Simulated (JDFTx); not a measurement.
System: TiB2(1 0 -1 0) (P6/mmm bulk; lattice of mp-1145, not re-optimised at this level), 1x1 cell of 11 atoms in 11 planes (B outermost, slab composition Ti3B8), area 9.77 Å² a face, 8.3 Å between the outermost planes in a cell 24.7 Å high; k mesh 8×6×1, Fermi width 0.01 Ha, no spin polarisation. Whether this polymorph is the ambient one wasn't checked. Neither spin polarisation nor a larger cell was tried.

All numbers are PBE, GBRV ultrasoft potentials, plane waves to 20/100 Ha results from a modified build of JDFTx, not measurements. Liquid on both sides: CANDLE, water, 1 M NaF; nuclei fixed. On the negative side CANDLE's cavity feels the periodic box, so those points shift with the cell height.

Charging data:

```
U − U_pzc (V)  σ (μC/cm²)
-------------  ----------
-0.70              -35.66
0.00                 0.00
0.15                 1.82
0.30                 3.57
0.70                 8.41
```

Worked example: a check of Lippmann's equation. The grand free energy per area against the neutral slab, Δγ = [F(N) − F(N₀) − μ(N − N₀)]/2A, is taken from the total energies of the same runs.

```csv
U − U_pzc (V),Δγ (mJ/m²)
-0.70,-157.9
0.00,0.0
0.15,-1.4
0.30,-5.4
0.70,-29.3
```

Δγ is largest at zero charge and falls away from it, as dγ/dU = −σ demands. At 0.70 V the computed -29.3 mJ/m² stands beside -29.6 mJ/m² from the constant-capacitance formula.
